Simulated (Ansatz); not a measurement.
ZrMo in space group Cmcm (No. 63; Zr on 4c, Mo on 4c) at seven volumes, the program Ansatz at the PBEsol level (PAW), shape and atoms relaxed at each. One row is withheld.

```csv
V (Å³/atom),P (GPa)
17.311,15.67
17.882,9.73
18.453,4.51
19.023,0.01
19.594,-3.87
20.165,-7.18
20.735,?
```

### Question
Fit the shown pressures and predict the withheld one.

### Answer
Third-order Birch–Murnaghan: P = (3/2)B₀(x^(7/2) − x^(5/2))[1 + (3/4)(B′ − 4)(x − 1)] with x = (V₀/V)^(2/3). Least squares on the six rows gives V₀ = 19.028 Å³/atom, B₀ = 138.6 GPa, B′ = 3.81. At V = 20.735, x = 0.9443 and P = -10.11 GPa. The run itself gave -9.97 GPa.

The start of the workflow was typed in or built on a structure type; neither database checked (COD, Materials Project) lists it. Its standing as an ambient phase is unchecked. The cell was relaxed with PBEsol under the symmetry of its start; whether a distortion lowers the energy is not shown. No spin polarisation was allowed. Its formation energy is positive at this level, so the cell may be metastable or incomplete.

Potentials: the later of the program's two PAW sets.
